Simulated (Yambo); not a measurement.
Input:

```
CELL_PARAMETERS angstrom
      2.50536     0.00000     0.00000
     -1.25268     2.16970     0.00000
      0.00000     0.00000     6.61027
ATOMIC_POSITIONS crystal
  B  0.33333 0.66667 0.25000
  B  0.66667 0.33333 0.75000
  N  0.33333 0.66667 0.75000
  N  0.66667 0.33333 0.25000
```

Workflow: norm-conserving PBE (Quantum ESPRESSO, 84 Ry, without SOC), then G0W0 in Yambo (6×6×2 Γ-centred k mesh, 31 bands and a 6 Ry block in the screening, 31 bands in G with the Bruneval-Gonze terminator, plasmon pole fitted at 27.2 eV).

Q: Give the PBE and G0W0 gaps between the band edges found on this mesh, and say where the edges lie.

A: Edges: H → M. PBE: 4.30 eV; G0W0: 5.66 eV. Convergence of the G0W0 settings was not tested. 

Geometry relaxed with PBE+D3(BJ).
